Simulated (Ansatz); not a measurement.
Task: TaS₂ (CdI2 type, P-3m1) is relaxed with LDA (plane waves, PAW; program Ansatz). What lattice parameters of the conventional cell result?

Result: a = 3.291 Å, c = 5.722 Å.

Task: Give the free coordinates with the occupied sites.

Result: In one choice of origin and axes:

```csv
atom,site,symmetry,x,y,z
Ta,1a,-3m.,0.0000,0.0000,0.0000
S,2d,3m.,0.3333,0.6667,0.2686
```

Task: Is it a metal or does it have a gap at this level?

Result: No gap at this level.

Symmetry was held in the LDA relaxation; of distortions, only those at the zone centre were tested. No spin polarisation was allowed. The volume moved by -17 % from the start of the relaxation. A crystal of weakly bound layers computed without a dispersion correction: the cell and the soft elastic constants depend strongly on that. With an odd number of electrons in the cell and no spin polarisation, the count alone makes it a metal. Scalar-relativistic: spin–orbit coupling is off unless named, which matters more the heavier the elements.

Potentials: the later of the program's two PAW sets.
